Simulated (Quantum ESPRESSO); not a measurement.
## Si3F4O4 (finding a planted mistake in a log)

Simulated, not a measurement. The program is pw.x of Quantum ESPRESSO 7.5 (plane-wave density functional theory). The cell is made up: 11 atoms on a rutile lattice with one site empty, with randomly drawn elements, strain and displacements, not relaxed. PseudoDojo standard norm-conserving files (v0.5 for PBE, v0.4.1 for LDA and PBEsol) set the functional; there is no spin polarisation, spin-orbit coupling or dispersion term, and the masses in the input are unused placeholders.

Intended input:

```
&control calculation='scf', pseudo_dir='./dojo.nc.sr.pbe.v0_5.standard.upf', outdir='./o', disk_io='medium', tprnfor=.true., tstress=.true. /
&system ibrav=0, nat=11, ntyp=3, nbnd=38, ecutwfc=84.00895049, nosym=.true., tot_charge=0,
 occupations='smearing', smearing='fd', degauss=0.0018374661
/
&electrons conv_thr=7.350e-09, electron_maxstep=60, /
ATOMIC_SPECIES
F 1.0 F.upf
O 1.0 O.upf
Si 1.0 Si.upf
CELL_PARAMETERS angstrom
4.1569 0.0161 -0.0581
0.0161 4.2703 0.0141
-0.0739 0.018 5.2911
ATOMIC_POSITIONS angstrom
Si 0.0244 0.0019 0.0338
Si 2.047 2.1548 1.2963
Si -0.0283 -0.0102 2.633
F 1.2675 1.3048 -0.0105
F 2.9133 2.9763 -0.043
O 3.3305 0.8413 1.2461
O 0.8367 3.4374 1.2855
O 1.1974 1.3263 2.621
F 2.811 2.989 2.6235
O 3.3066 0.8341 3.9111
F 0.7778 3.4656 3.9602
K_POINTS automatic
5 5 4 1 1 1
```

The log is shortened where brackets say so; the opening notice, blank lines, dates and the lines on written files are dropped, and the path of the files is cut. It prints rydbergs, bohrs and kilobars, and counts compression as positive stress. Where no state is partly filled, the Fermi energy that it prints is only some level between the filled and the empty states on the mesh, and need not lie in the true gap.

Log of the intended run:

```
     Program PWSCF v.7.5
     Parallel version (MPI & OpenMP), running on       1 processor cores
     Number of MPI processes:                 1
     Threads/MPI process:                     1
     [start-up lines left out]
     bravais-lattice index     =            0
     lattice parameter (alat)  =       7.8562  a.u.
     unit-cell volume          =     633.6864 (a.u.)^3
     number of atoms/cell      =           11
     number of atomic types    =            3
     number of electrons       =        64.00
     number of Kohn-Sham states=           38
     kinetic-energy cutoff     =      84.0090  Ry
     charge density cutoff     =     336.0358  Ry
     scf convergence threshold =      7.3E-09
     mixing beta               =       0.7000
     number of iterations used =            8  plain     mixing
     Exchange-correlation= PBE
                           (   1   4   3   4   0   0   0)
     [axes and pseudopotential details left out]
   Cartesian axes
     site n.     atom                  positions (alat units)
         1        Si     tau(   1) = (   0.0058691   0.0004570   0.0081302  )
         2        Si     tau(   2) = (   0.4923825   0.5183125   0.3118102  )
         3        Si     tau(   3) = (  -0.0068072  -0.0024535   0.6333381  )
         4        F      tau(   4) = (   0.3048827   0.3138547  -0.0025257  )
         5        F      tau(   5) = (   0.7007611   0.7159150  -0.0103432  )
         6        O      tau(   6) = (   0.8011138   0.2023651   0.2997351  )
         7        O      tau(   7) = (   0.2012586   0.8268273   0.3092124  )
         8        O      tau(   8) = (   0.2880209   0.3190263   0.6304516  )
         9        F      tau(   9) = (   0.6761540   0.7189698   0.6310530  )
        10        O      tau(  10) = (   0.7953649   0.2006332   0.9407705  )
        11        F      tau(  11) = (   0.1870909   0.8336105   0.9525809  )
     number of k points=    50  Fermi-Dirac smearing, width (Ry)=  0.0018
                       cart. coord. in units 2pi/alat
        k(    1) = (   0.1010241   0.0966459   0.0992975), wk =   0.0400000
        k(    2) = (   0.1037726   0.0959868   0.2957688), wk =   0.0400000
     [further k points left out]
     Dense  grid:    65917 G-vectors     FFT dimensions: (  45,  48,  60)
     Estimated max dynamical RAM per process >      88.86 MB
     Initial potential from superposition of free atoms
     starting charge      63.9981, renormalised to      64.0000
     Starting wfcs are   44 randomized atomic wfcs
     total cpu time spent up to now is        9.5 secs
     per-process dynamical memory:    59.9 Mb
     Self-consistent Calculation
     iteration #  1     ecut=    84.01 Ry     beta= 0.70
     Davidson diagonalization with overlap
     ethr =  1.00E-02,  avg # of iterations =  2.4
     total cpu time spent up to now is       31.9 secs
     total energy              =    -354.69869039 Ry
     estimated scf accuracy    <       2.04084608 Ry
     iteration #  2     ecut=    84.01 Ry     beta= 0.70
     Davidson diagonalization with overlap
     ethr =  3.19E-03,  avg # of iterations =  3.0
     total cpu time spent up to now is       61.4 secs
     total energy              =    -355.13984354 Ry
     estimated scf accuracy    <       1.89867479 Ry
     [iterations 3 to 9 left out]
     iteration # 10     ecut=    84.01 Ry     beta= 0.70
     Davidson diagonalization with overlap
     ethr =  9.21E-10,  avg # of iterations =  2.0
     total cpu time spent up to now is      253.0 secs
     total energy              =    -355.56512589 Ry
     estimated scf accuracy    <       0.00000011 Ry
     iteration # 11     ecut=    84.01 Ry     beta= 0.70
     Davidson diagonalization with overlap
     ethr =  1.72E-10,  avg # of iterations =  2.0
     total cpu time spent up to now is      274.2 secs
     End of self-consistent calculation
     [lines on levels left out]
     the Fermi energy is     9.6936 ev
!    total energy              =    -355.56512590 Ry
     estimated scf accuracy    <          6.6E-09 Ry
     smearing contrib. (-TS)   =      -0.00000000 Ry
     internal energy E=F+TS    =    -355.56512590 Ry
     The total energy is F=E-TS. E is the sum of the following terms:
     one-electron contribution =     -81.99791758 Ry
     hartree contribution      =      87.24531887 Ry
     xc contribution           =     -88.22370460 Ry
     ewald contribution        =    -272.58882260 Ry
     convergence has been achieved in  11 iterations
     Forces acting on atoms (cartesian axes, Ry/au):
     atom    1 type  3   force =    -0.10049510    0.12270800   -0.14038866
     atom    2 type  3   force =    -0.05184064   -0.14176126    0.12888433
     atom    3 type  3   force =     0.02013883    0.22392698    0.08857480
     atom    4 type  1   force =     0.00321211    0.00169531    0.00590426
     atom    5 type  1   force =    -0.00534981   -0.01261907    0.05270222
     atom    6 type  2   force =    -0.02206285   -0.01275703   -0.02521149
     atom    7 type  2   force =    -0.00862410   -0.01440237   -0.02104260
     atom    8 type  2   force =    -0.00279527   -0.02730896   -0.11170121
     atom    9 type  1   force =     0.06444902    0.02808146   -0.05130083
     atom   10 type  2   force =     0.07736460   -0.11954348    0.04067442
     atom   11 type  1   force =     0.02600321   -0.04801957    0.03290476
     Total force =     0.440996     Total SCF correction =     0.000160
     Computing stress (Cartesian axis) and pressure
          total   stress  (Ry/bohr**3)                   (kbar)     P=       49.76
   0.00081055  -0.00016198   0.00066879          119.24      -23.83       98.38
  -0.00016198   0.00019113   0.00026145          -23.83       28.12       38.46
   0.00066879   0.00026145   0.00001313           98.38       38.46        1.93
     init_run     :      7.92s CPU      9.36s WALL (       1 calls)
     electrons    :    243.19s CPU    264.75s WALL (       1 calls)
     forces       :      3.69s CPU      3.74s WALL (       1 calls)
     stress       :     16.71s CPU     16.78s WALL (       1 calls)
     [timing details left out]
     PWSCF        :   4m31.67s CPU   4m56.96s WALL
     JOB DONE.
```

A second run was made from an input with one planted mistake. Its log:

```
     Program PWSCF v.7.5
     Parallel version (MPI & OpenMP), running on       1 processor cores
     Number of MPI processes:                 1
     Threads/MPI process:                     1
     [start-up lines left out]
     bravais-lattice index     =            0
     lattice parameter (alat)  =       7.8562  a.u.
     unit-cell volume          =     633.6864 (a.u.)^3
     number of atoms/cell      =           11
     number of atomic types    =            3
     number of electrons       =        64.00
     number of Kohn-Sham states=           56
     kinetic-energy cutoff     =      84.0090  Ry
     charge density cutoff     =     336.0358  Ry
     scf convergence threshold =      7.3E-09
     mixing beta               =       0.7000
     number of iterations used =            8  plain     mixing
     Exchange-correlation= PBE
                           (   1   4   3   4   0   0   0)
     [axes and pseudopotential details left out]
   Cartesian axes
     site n.     atom                  positions (alat units)
         1        Si     tau(   1) = (   0.0058691   0.0004570   0.0081302  )
         2        Si     tau(   2) = (   0.4923825   0.5183125   0.3118102  )
         3        Si     tau(   3) = (  -0.0068072  -0.0024535   0.6333381  )
         4        F      tau(   4) = (   0.3048827   0.3138547  -0.0025257  )
         5        F      tau(   5) = (   0.7007611   0.7159150  -0.0103432  )
         6        O      tau(   6) = (   0.8011138   0.2023651   0.2997351  )
         7        O      tau(   7) = (   0.2012586   0.8268273   0.3092124  )
         8        O      tau(   8) = (   0.2880209   0.3190263   0.6304516  )
         9        F      tau(   9) = (   0.6761540   0.7189698   0.6310530  )
        10        O      tau(  10) = (   0.7953649   0.2006332   0.9407705  )
        11        F      tau(  11) = (   0.1870909   0.8336105   0.9525809  )
     number of k points=    50  Fermi-Dirac smearing, width (Ry)=  0.0544
                       cart. coord. in units 2pi/alat
        k(    1) = (   0.1010241   0.0966459   0.0992975), wk =   0.0400000
        k(    2) = (   0.1037726   0.0959868   0.2957688), wk =   0.0400000
     [further k points left out]
     Dense  grid:    65917 G-vectors     FFT dimensions: (  45,  48,  60)
     Estimated max dynamical RAM per process >     100.53 MB
     Initial potential from superposition of free atoms
     starting charge      63.9981, renormalised to      64.0000
     Starting wfcs are   44 randomized atomic wfcs +   12 random wfcs
     total cpu time spent up to now is       16.6 secs
     per-process dynamical memory:    62.3 Mb
     Self-consistent Calculation
     iteration #  1     ecut=    84.01 Ry     beta= 0.70
     Davidson diagonalization with overlap
     ethr =  1.00E-02,  avg # of iterations =  6.3
     total cpu time spent up to now is       85.9 secs
     total energy              =    -354.77657801 Ry
     estimated scf accuracy    <       1.95184716 Ry
     iteration #  2     ecut=    84.01 Ry     beta= 0.70
     Davidson diagonalization with overlap
     ethr =  3.05E-03,  avg # of iterations =  2.0
     total cpu time spent up to now is      126.7 secs
     total energy              =    -354.99474485 Ry
     estimated scf accuracy    <       2.31655124 Ry
     [iterations 3 to 9 left out]
     iteration # 10     ecut=    84.01 Ry     beta= 0.70
     Davidson diagonalization with overlap
     ethr =  1.02E-09,  avg # of iterations =  2.0
     total cpu time spent up to now is      425.0 secs
     total energy              =    -355.57814653 Ry
     estimated scf accuracy    <       0.00000003 Ry
     iteration # 11     ecut=    84.01 Ry     beta= 0.70
     Davidson diagonalization with overlap
     ethr =  3.98E-11,  avg # of iterations =  2.2
     total cpu time spent up to now is      458.2 secs
     End of self-consistent calculation
     [lines on levels left out]
     the Fermi energy is    11.2703 ev
!    total energy              =    -355.57814653 Ry
     estimated scf accuracy    <          2.9E-09 Ry
     smearing contrib. (-TS)   =      -0.05610617 Ry
     internal energy E=F+TS    =    -355.52204036 Ry
     The total energy is F=E-TS. E is the sum of the following terms:
     one-electron contribution =     -81.96130944 Ry
     hartree contribution      =      87.24853553 Ry
     xc contribution           =     -88.22044386 Ry
     ewald contribution        =    -272.58882260 Ry
     convergence has been achieved in  11 iterations
     Forces acting on atoms (cartesian axes, Ry/au):
     atom    1 type  3   force =    -0.09888075    0.11455676   -0.13305657
     atom    2 type  3   force =    -0.04700265   -0.13140800    0.12144825
     atom    3 type  3   force =     0.01630761    0.21127128    0.08305076
     atom    4 type  1   force =     0.00043732   -0.00096590    0.00446549
     atom    5 type  1   force =    -0.00082316   -0.00791836    0.04339991
     atom    6 type  2   force =    -0.02086139   -0.01120896   -0.02103250
     atom    7 type  2   force =    -0.00724592   -0.01409275   -0.01527248
     atom    8 type  2   force =    -0.00411222   -0.02956095   -0.10378760
     atom    9 type  1   force =     0.06158895    0.02726655   -0.04364266
     atom   10 type  2   force =     0.07358253   -0.11146409    0.03477290
     atom   11 type  1   force =     0.02700968   -0.04647558    0.02965449
     Total force =     0.413530     Total SCF correction =     0.000085
     Computing stress (Cartesian axis) and pressure
          total   stress  (Ry/bohr**3)                   (kbar)     P=       73.12
   0.00092207  -0.00013953   0.00062848          135.64      -20.53       92.45
  -0.00013953   0.00035161   0.00023659          -20.53       51.72       34.80
   0.00062848   0.00023659   0.00021748           92.45       34.80       31.99
     init_run     :     15.66s CPU     16.53s WALL (       1 calls)
     electrons    :    405.36s CPU    441.59s WALL (       1 calls)
     forces       :      5.25s CPU      5.32s WALL (       1 calls)
     stress       :     18.95s CPU     19.05s WALL (       1 calls)
     [timing details left out]
     PWSCF        :   7m25.52s CPU   8m 3.52s WALL
     JOB DONE.
```

Question: what was wrong in the second input?

Answer: the smearing is too wide. The input lines that differ, file-writing options aside:

```
- &system ibrav=0, nat=11, ntyp=3, nbnd=38, ecutwfc=84.00895049, nosym=.true., tot_charge=0,
+ &system ibrav=0, nat=11, ntyp=3, nbnd=56, ecutwfc=84.00895049, nosym=.true., tot_charge=0,
-  occupations='smearing', smearing='fd', degauss=0.0018374661
+  occupations='smearing', smearing='fd', degauss=0.0543889968
```

```
                                            intended run  run with the mistake
                          free energy (eV)     -4837.710             -4837.887
                    smearing term -TS (eV)        0.0000               -0.7634
                            pressure (GPa)          4.98                  7.31
            largest force component (eV/Å)         5.757                 5.432
largest change of a force component (eV/Å)                               0.325
                                iterations            11                    11
```

For scale, a rerun of the intended cell at a cutoff of 1437 eV and k mesh 7 x 7 x 6 moved values by no more than 0.003 eV in energy, 0.03 GPa in stress and 0.002 eV/Å in force. The number of bands, nbnd, was set by rule from the electron count and the smearing, so it follows the mistake.